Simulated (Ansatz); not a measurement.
The elements of this relaxed trial crystal are hidden behind letters.

```
lattice vectors (Å)
   4.2291    0.0000    0.0000
  -2.1146    3.6625    0.0000
   0.0000    0.0000    5.3261
fractional positions
X 0.3333 0.6667 0.2795
X 0.6667 0.3333 0.7205
Z 0.0000 0.0000 0.0000
Q 0.3333 0.6667 0.7784
Q 0.6667 0.3333 0.2216
```

All numbers below come from DFT PBE, scalar-relativistic, plane waves, PAW in Ansatz 0.2.0. Cutoff 420 eV, Γ-centred 12×12×8 mesh (5-atom cell), Gaussian smearing of 0.10 eV, no spin polarisation.

| Quantity | Value |
| --- | --- |
| Space group | P-3m1 (No. 164) |
| Conventional cell | a = 4.229 Å, c = 5.326 Å |
| Volume per atom | 16.50 Å³ |
| Density | 4.55 g/cm³ |
| Formation energy | +0.05 eV/atom |
| Gap on the 12×12×8 mesh of the 5-atom cell | 0 eV (a metal) |

Energies are uncorrected and count from the elements' standard states at the same level.

Task: X is a d-block element of period 5, Z is an s-block element of period 3 and Q is a p-block element of period 2. Which elements are they?

Result: X = Y, Z = Mg, Q = C, so the formula is Y2MgC2. Density times volume gives a mean mass of 4.55 × 16.50/1.6605 = 45.2 u per atom, and this set has 45.2 u. Among the elements that the hints allow, noble gases aside, only these give it. Around Y lie 3 C at 2.46 Å, 2 C at 2.66–2.67 Å and 3 Mg at 2.86 Å; Mg is surrounded by 6 C at 2.71 Å and 6 Y at 2.86 Å; C has 3 Y at 2.46 Å, 2 Y at 2.66–2.67 Å and 3 Mg at 2.71 Å.

The cell is a metal run without spin; a magnetic state may lie lower. A structure relaxed within its symmetry needn't be a true minimum.
